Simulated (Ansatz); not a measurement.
CsPbCl3 (cubic perovskite)

```
CELL_PARAMETERS angstrom
      5.61855     0.00000     0.00000
      0.00000     5.61855     0.00000
      0.00000     0.00000     5.61855
ATOMIC_POSITIONS crystal
  Cs 0.00000 0.00000 0.00000
  Pb 0.50000 0.50000 0.50000
  Cl 0.00000 0.50000 0.50000
  Cl 0.50000 0.50000 0.00000
  Cl 0.50000 0.00000 0.50000
```

In this cell atom 2 (Pb, nearest neighbour Cl at 2.809 Å; its periodic images, 5.6 Å or more away, move with it) is moved by u·(0.707, 0.707, 0.000) + v·(0.000, 0.000, 1.000); the rest is frozen.

Computed with PBEsol (plane waves to 420 eV, PAW, scalar-relativistic; Ansatz, a program for electronic structure). k mesh 5×5×5 (Γ-centred), Fermi-Dirac smearing 0.05 eV. E stands for the smeared free energy. CsPbCl3 was relaxed with its symmetry unable to fall. Spin-orbit coupling is left out, though Pb is heavy. This is a high-temperature form of CsPbCl3.

Changes of ΔE (meV/cell) from the point u = 0.000 Å, v = 0.000 Å when one coordinate moves alone (two changes are said to add if the coupling is within 5 % of the smaller one, nearly so within 20 %):

```json
[
 {"point": "u = 0.000 Å, v = -0.420 Å", "change": "385.1"},
 {"point": "u = 0.000 Å, v = -0.210 Å", "change": "65.5"},
 {"point": "u = -0.420 Å, v = 0.000 Å", "change": "295.1"},
 {"point": "u = -0.210 Å, v = 0.000 Å", "change": "60.3"},
 {"point": "u = 0.210 Å, v = 0.000 Å", "change": "60.3"},
 {"point": "u = 0.420 Å, v = 0.000 Å", "change": "295.1"},
 {"point": "u = 0.000 Å, v = 0.210 Å", "change": "65.5"},
 {"point": "u = 0.000 Å, v = 0.420 Å", "change": "385.1"}
]
```

Problem. What is the change at u = -0.420 Å, v = -0.210 Å, where both move, and how far is it from the sum?

Solution. The sum of the single changes is 295.1 + (65.5) = 360.6; the calculation gives 354.0, so the coupling contributes -6.6 (under 20 % of the smaller single change, nearly additive).

Problem. Do the two effects add at u = -0.210 Å, v = -0.420 Å? Give the computed change.

Solution. The sum of the single changes is 60.3 + (385.1) = 445.4; the calculation gives 436.1, so the coupling contributes -9.3 (under 20 % of the smaller single change, nearly additive).

Problem. What is the change at u = -0.210 Å, v = -0.210 Å, where both move, and how far is it from the sum?

Solution. The sum of the single changes is 60.3 + (65.5) = 125.8; the calculation gives 125.0, so they add (within 5 % of the smaller single change).

(A displaced cell: forces are minus the slopes of the energy, force constants its curvatures, and phonons follow from these.)
